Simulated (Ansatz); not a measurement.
CaF2 (fluorite) is sheared across one {100} plane: the third cell vector gains the shift, so faults repeat every 8.3 Å. The cut lies between planes 1.38 Å apart; the cell height is held.

```xyz
9
Lattice="3.8969 0.0000 0.0000 0.0000 3.8969 0.0000 1.9484 1.9484 8.2665" Properties=species:S:1:pos:R:3 pbc="T T T"
Ca     1.7861     1.7861     7.5776
Ca     1.7861     1.7861     2.0666
Ca     3.7345     3.7345     4.8221
F      3.7345     1.7861     0.6889
F      1.7861     3.7345     3.4444
F      3.7345     1.7861     6.1999
F      1.7861     3.7345     0.6889
F      3.7345     1.7861     3.4444
F      1.7861     3.7345     6.1999
```

In-plane vectors a = (3.897, 0.000) Å, b = (0.000, 3.897) Å, area 15.19 Å². The shift is s times the vector a (length 3.897 Å), so s = 1 restores the start. Atoms relax along the normal only. γ = [E(shift) − E(0)] / area.

Calculation: PBE (plane waves to 420 eV, PAW, scalar-relativistic; Ansatz, a quantum-chemistry and plane-wave program). k mesh 7×7×7 (Γ-centred), Fermi-Dirac smearing 0.05 eV. E is the zero-smearing estimate. Some relaxations began with atoms very close together and may have settled on another branch. Faults lie only 8.3 Å apart, and holding the cell height raises γ above its relaxed value. CaF2 was relaxed with its symmetry unable to fall. The PAW data are Ansatz's earlier set. The zero of γ is zero shift.

| s | γ (mJ/m²) |
|---|---|
| 0.000 | 0 |
| 0.083 | 101 |
| 0.167 | withheld |
| 0.250 | 587 |
| 0.333 | 848 |
| 0.417 | 1040 |
| 0.500 | 1111 |
| 0.583 | 1040 |
| 0.667 | 848 |
| 0.750 | 587 |
| 0.833 | withheld |
| 0.917 | 101 |

**Question.** Fit a Fourier form (three harmonics of 1 − cos and sin) to the given rows and predict γ at s = 0.167.

**Answer.** Least squares on the 10 given rows: γ = (545.7)·[1 − cos(2πs)] + (17.2)·[1 − cos(4πs)] + (11.7)·[1 − cos(6πs)], in mJ/m²; root-mean-square residual 4.5 mJ/m². At 0.167 the fit gives 322 mJ/m²; the calculation gives 321 mJ/m², so the interpolation is off by 1 (+0.3 %). 

(The slope of γ gives the shear force per area between the displaced halves; near zero shift its curvature is an elastic stiffness.)
